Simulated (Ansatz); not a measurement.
A: Al2ZnSe4 (space group I-4), a = 5.5159 Å, b = 5.5159 Å, c = 10.8296 Å, α = 90.00°, β = 90.00°, γ = 90.00°
B: IrO2 (rutile), a = b = 4.472 Å, c = 3.154 Å, α = β = γ = 90.00°
C: Al2O3 (corundum), a = 4.7738 Å, b = 4.7738 Å, c = 13.0145 Å, α = 90.00°, β = 90.00°, γ = 120.00°

Scan: energy against volume (even scaling of the relaxed cell, symmetry kept). All come from one method, each on a k mesh of its own. All were relaxed with their symmetry unable to fall. IrO2 is run without spin polarisation and with no Hubbard U. Spin-orbit coupling is left out.

Put the candidates in order of bulk modulus at fixed cell shape (fitted), lowest first, for PBEsol (plane waves to 420 eV, PAW, scalar-relativistic; Ansatz, an electronic-structure program).

A (43.0 GPa), C (242 GPa), B (306 GPa)

(Under strain, the slope of the energy per volume gives the stress and its curvature an elastic modulus.)
